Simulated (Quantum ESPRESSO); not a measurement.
PSi2O5N, finding a planted mistake in a log

Simulated, not a measurement. The program is pw.x of Quantum ESPRESSO 7.5 (plane-wave density functional theory). The cell is made up: 9 atoms on a quartz lattice, with randomly drawn elements, strain and displacements, not relaxed. PseudoDojo standard norm-conserving files (v0.5 for PBE, v0.4.1 for LDA and PBEsol) set the functional; there is no spin polarisation, spin-orbit coupling or dispersion term, and the masses in the input are unused placeholders.

Intended input:

```
&control calculation='scf', pseudo_dir='./dojo.nc.sr.pbe.v0_5.standard.upf', outdir='./o', disk_io='low', tprnfor=.true., tstress=.true. /
&system ibrav=0, nat=9, ntyp=4, nbnd=30, ecutwfc=84.00895049, nosym=.true., tot_charge=0,
 occupations='smearing', smearing='fd', degauss=0.0018374661
/
&electrons conv_thr=7.350e-09, electron_maxstep=60, /
ATOMIC_SPECIES
N 1.0 N.upf
O 1.0 O.upf
P 1.0 P.upf
Si 1.0 Si.upf
CELL_PARAMETERS angstrom
4.9352 -0.0625 0.0729
-2.5217 4.2506 -0.0576
0.08 -0.0269 5.3539
ATOMIC_POSITIONS angstrom
P 2.3695 -0.0358 3.6057
Si -1.1483 2.024 1.7456
Si 1.3239 2.1761 -0.0629
O 1.4145 1.1193 4.258
O 3.3746 0.497 2.4031
N 2.7705 2.407 0.6569
O 0.2623 1.7082 1.117
O -0.9392 3.1084 2.9
O 0.7471 3.585 4.7084
K_POINTS automatic
5 5 4 1 1 1
```

The log is shortened where brackets say so; the opening notice, blank lines, dates and the lines on written files are dropped, and the path of the files is cut. It prints rydbergs, bohrs and kilobars, and counts compression as positive stress. Where no state is partly filled, the Fermi energy that it prints is only some level between the filled and the empty states on the mesh, and need not lie in the true gap.

Log of the intended run:

```
     Program PWSCF v.7.5
     Parallel version (MPI & OpenMP), running on       4 processor cores
     Number of MPI processes:                 4
     Threads/MPI process:                     1
     [start-up lines left out]
     bravais-lattice index     =            0
     lattice parameter (alat)  =       9.3279  a.u.
     unit-cell volume          =     752.0395 (a.u.)^3
     number of atoms/cell      =            9
     number of atomic types    =            4
     number of electrons       =        48.00
     number of Kohn-Sham states=           30
     kinetic-energy cutoff     =      84.0090  Ry
     charge density cutoff     =     336.0358  Ry
     scf convergence threshold =      7.3E-09
     mixing beta               =       0.7000
     number of iterations used =            8  plain     mixing
     Exchange-correlation= PBE
                           (   1   4   3   4   0   0   0)
     [axes and pseudopotential details left out]
   Cartesian axes
     site n.     atom                  positions (alat units)
         1        P      tau(   1) = (   0.4800315  -0.0072526   0.7304704  )
         2        Si     tau(   2) = (  -0.2326314   0.4100375   0.3536371  )
         3        Si     tau(   3) = (   0.2682058   0.4408511  -0.0127428  )
         4        O      tau(   4) = (   0.2865603   0.2267564   0.8626184  )
         5        O      tau(   5) = (   0.6836524   0.1006861   0.4868385  )
         6        N      tau(   6) = (   0.5612692   0.4876286   0.1330799  )
         7        O      tau(   7) = (   0.0531388   0.3460603   0.2262904  )
         8        O      tau(   8) = (  -0.1902704   0.6297236   0.5875043  )
         9        O      tau(   9) = (   0.1513533   0.7262769   0.9538639  )
     number of k points=    50  Fermi-Dirac smearing, width (Ry)=  0.0018
                       cart. coord. in units 2pi/alat
        k(    1) = (   0.1005715   0.1773462   0.1146345), wk =   0.0400000
        k(    2) = (   0.0971801   0.1784583   0.3451832), wk =   0.0400000
     [further k points left out]
     Dense  grid:    78303 G-vectors     FFT dimensions: (  60,  60,  60)
     Estimated max dynamical RAM per process >     160.20 MB
     Estimated total dynamical RAM >     583.43 MB
     Initial potential from superposition of free atoms
     starting charge      47.9986, renormalised to      48.0000
     Starting wfcs are   36 randomized atomic wfcs
     total cpu time spent up to now is        2.3 secs
     per-process dynamical memory:   126.0 Mb
     Self-consistent Calculation
     iteration #  1     ecut=    84.01 Ry     beta= 0.70
     Davidson diagonalization with overlap
     ethr =  1.00E-02,  avg # of iterations =  3.0
     total cpu time spent up to now is        6.0 secs
     total energy              =    -216.10524111 Ry
     estimated scf accuracy    <       2.83625779 Ry
     iteration #  2     ecut=    84.01 Ry     beta= 0.70
     Davidson diagonalization with overlap
     ethr =  5.91E-03,  avg # of iterations =  3.0
     total cpu time spent up to now is        9.5 secs
     total energy              =    -216.43839632 Ry
     estimated scf accuracy    <       3.32172657 Ry
     [iterations 3 to 10 left out]
     iteration # 11     ecut=    84.01 Ry     beta= 0.70
     Davidson diagonalization with overlap
     ethr =  3.23E-10,  avg # of iterations =  3.1
     total cpu time spent up to now is       38.6 secs
     total energy              =    -217.30845559 Ry
     estimated scf accuracy    <       0.00000001 Ry
     iteration # 12     ecut=    84.01 Ry     beta= 0.70
     Davidson diagonalization with overlap
     ethr =  2.52E-11,  avg # of iterations =  2.1
     total cpu time spent up to now is       41.8 secs
     End of self-consistent calculation
     [lines on levels left out]
     the Fermi energy is     6.6695 ev
!    total energy              =    -217.30845559 Ry
     estimated scf accuracy    <          1.3E-09 Ry
     smearing contrib. (-TS)   =       0.00000000 Ry
     internal energy E=F+TS    =    -217.30845559 Ry
     The total energy is F=E-TS. E is the sum of the following terms:
     one-electron contribution =     -94.98992435 Ry
     hartree contribution      =      73.16718494 Ry
     xc contribution           =     -59.40723398 Ry
     ewald contribution        =    -136.07848221 Ry
     convergence has been achieved in  12 iterations
     Forces acting on atoms (cartesian axes, Ry/au):
     atom    1 type  3   force =     0.11362068    0.04008585    0.03147123
     atom    2 type  4   force =    -0.04642422   -0.00876644   -0.16949007
     atom    3 type  4   force =     0.03220692    0.24650363    0.37551481
     atom    4 type  2   force =     0.05005815   -0.34758130   -0.35653878
     atom    5 type  2   force =    -0.10185404   -0.08009846    0.17321427
     atom    6 type  1   force =    -0.03060229    0.03808488   -0.03692535
     atom    7 type  2   force =     0.06871929   -0.01283234   -0.01895490
     atom    8 type  2   force =    -0.02823626    0.05821726    0.08859419
     atom    9 type  2   force =    -0.05748823    0.06638693   -0.08688540
     Total force =     0.763416     Total SCF correction =     0.000047
     Computing stress (Cartesian axis) and pressure
          total   stress  (Ry/bohr**3)                   (kbar)     P=       85.78
   0.00021514   0.00032735   0.00025524           31.65       48.15       37.55
   0.00032735   0.00094222   0.00086111           48.15      138.61      126.67
   0.00025524   0.00086111   0.00059200           37.55      126.67       87.09
     init_run     :      2.20s CPU      2.28s WALL (       1 calls)
     electrons    :     39.33s CPU     39.49s WALL (       1 calls)
     forces       :      0.66s CPU      0.67s WALL (       1 calls)
     stress       :      2.18s CPU      2.18s WALL (       1 calls)
     [timing details left out]
     PWSCF        :     44.45s CPU     44.73s WALL
     JOB DONE.
```

A second run was made from an input with one planted mistake. Its log:

```
     Program PWSCF v.7.5
     Parallel version (MPI & OpenMP), running on       4 processor cores
     Number of MPI processes:                 4
     Threads/MPI process:                     1
     [start-up lines left out]
     bravais-lattice index     =            0
     lattice parameter (alat)  =       9.3279  a.u.
     unit-cell volume          =     752.0395 (a.u.)^3
     number of atoms/cell      =            9
     number of atomic types    =            4
     number of electrons       =        48.00
     number of Kohn-Sham states=           30
     kinetic-energy cutoff     =      84.0090  Ry
     charge density cutoff     =     336.0358  Ry
     scf convergence threshold =      7.3E-09
     mixing beta               =       0.7000
     number of iterations used =            8  plain     mixing
     Exchange-correlation= PBE
                           (   1   4   3   4   0   0   0)
     [axes and pseudopotential details left out]
   Cartesian axes
     site n.     atom                  positions (alat units)
         1        P      tau(   1) = (   0.4800315  -0.0072526   0.7304704  )
         2        Si     tau(   2) = (  -0.2326314   0.4100375   0.3536371  )
         3        Si     tau(   3) = (   0.2682058   0.4408511  -0.0127428  )
         4        O      tau(   4) = (   0.2865603   0.2267564   0.8626184  )
         5        O      tau(   5) = (   0.6836524   0.1006861   0.4868385  )
         6        N      tau(   6) = (   0.5612692   0.4876286   0.1330799  )
         7        O      tau(   7) = (   0.0531388   0.3460603   0.2262904  )
         8        O      tau(   8) = (  -0.1902704   0.6297236   0.5875043  )
         9        O      tau(   9) = (   0.1513533   0.7262769   0.9538639  )
     number of k points=     1  Fermi-Dirac smearing, width (Ry)=  0.0018
                       cart. coord. in units 2pi/alat
        k(    1) = (  -0.5045535  -0.8861748  -0.4578981), wk =   2.0000000
     Dense  grid:    78303 G-vectors     FFT dimensions: (  60,  60,  60)
     Estimated max dynamical RAM per process >     102.00 MB
     Estimated total dynamical RAM >     350.65 MB
     Initial potential from superposition of free atoms
     starting charge      47.9986, renormalised to      48.0000
     Starting wfcs are   36 randomized atomic wfcs
     total cpu time spent up to now is        1.2 secs
     per-process dynamical memory:    75.1 Mb
     Self-consistent Calculation
     iteration #  1     ecut=    84.01 Ry     beta= 0.70
     Davidson diagonalization with overlap
     ethr =  1.00E-02,  avg # of iterations =  3.0
     total cpu time spent up to now is        1.6 secs
     total energy              =    -216.12832479 Ry
     estimated scf accuracy    <       2.81943102 Ry
     iteration #  2     ecut=    84.01 Ry     beta= 0.70
     Davidson diagonalization with overlap
     ethr =  5.87E-03,  avg # of iterations =  3.0
     total cpu time spent up to now is        1.9 secs
     total energy              =    -216.85030201 Ry
     estimated scf accuracy    <       2.27927221 Ry
     [iterations 3 to 9 left out]
     iteration # 10     ecut=    84.01 Ry     beta= 0.70
     Davidson diagonalization with overlap
     ethr =  4.07E-09,  avg # of iterations =  2.0
     total cpu time spent up to now is        4.3 secs
     total energy              =    -217.31731732 Ry
     estimated scf accuracy    <       0.00000033 Ry
     iteration # 11     ecut=    84.01 Ry     beta= 0.70
     Davidson diagonalization with overlap
     ethr =  6.85E-10,  avg # of iterations =  3.0
     total cpu time spent up to now is        4.6 secs
     End of self-consistent calculation
     [lines on levels left out]
     the Fermi energy is     7.2255 ev
!    total energy              =    -217.31731740 Ry
     estimated scf accuracy    <          4.8E-09 Ry
     smearing contrib. (-TS)   =       0.00000000 Ry
     internal energy E=F+TS    =    -217.31731740 Ry
     The total energy is F=E-TS. E is the sum of the following terms:
     one-electron contribution =     -95.03467199 Ry
     hartree contribution      =      73.21357337 Ry
     xc contribution           =     -59.41773657 Ry
     ewald contribution        =    -136.07848221 Ry
     convergence has been achieved in  11 iterations
     Forces acting on atoms (cartesian axes, Ry/au):
     atom    1 type  3   force =     0.11710110    0.02085869    0.04390631
     atom    2 type  4   force =    -0.06491653   -0.01657146   -0.18181006
     atom    3 type  4   force =     0.03334012    0.23518578    0.39042689
     atom    4 type  2   force =     0.07272073   -0.33077305   -0.34111777
     atom    5 type  2   force =    -0.07799799   -0.09319408    0.15061841
     atom    6 type  1   force =    -0.02293587    0.00742953   -0.01923769
     atom    7 type  2   force =     0.08496124    0.02578806   -0.04788476
     atom    8 type  2   force =    -0.04412216    0.08225408    0.11566795
     atom    9 type  2   force =    -0.09815064    0.06902244   -0.11056931
     Total force =     0.768657     Total SCF correction =     0.000147
     Computing stress (Cartesian axis) and pressure
          total   stress  (Ry/bohr**3)                   (kbar)     P=       89.67
   0.00025576   0.00033339   0.00013436           37.62       49.04       19.77
   0.00033339   0.00090063   0.00092400           49.04      132.49      135.92
   0.00013436   0.00092400   0.00067226           19.77      135.92       98.89
     init_run     :      1.12s CPU      1.14s WALL (       1 calls)
     electrons    :      3.38s CPU      3.41s WALL (       1 calls)
     forces       :      0.15s CPU      0.16s WALL (       1 calls)
     stress       :      0.26s CPU      0.26s WALL (       1 calls)
     [timing details left out]
     PWSCF        :      4.95s CPU      5.04s WALL
     JOB DONE.
```

Question: what was wrong in the second input?

Answer: the k-point mesh is too coarse. The input lines that differ, file-writing options aside:

```
- 5 5 4 1 1 1
+ 1 1 1 1 1 1
```

```
                                            intended run  run with the mistake
                          free energy (eV)     -2956.632             -2956.753
                    smearing term -TS (eV)        0.0000                0.0000
                            pressure (GPa)          8.58                  8.97
            largest force component (eV/Å)         9.655                10.038
largest change of a force component (eV/Å)                               1.045
                                iterations            12                    11
```

For scale, a rerun of the intended cell at 1437 eV and a 7 x 7 x 6 mesh moved values by no more than 0.003 eV in energy, 0.03 GPa in stress and 0.002 eV/Å in force.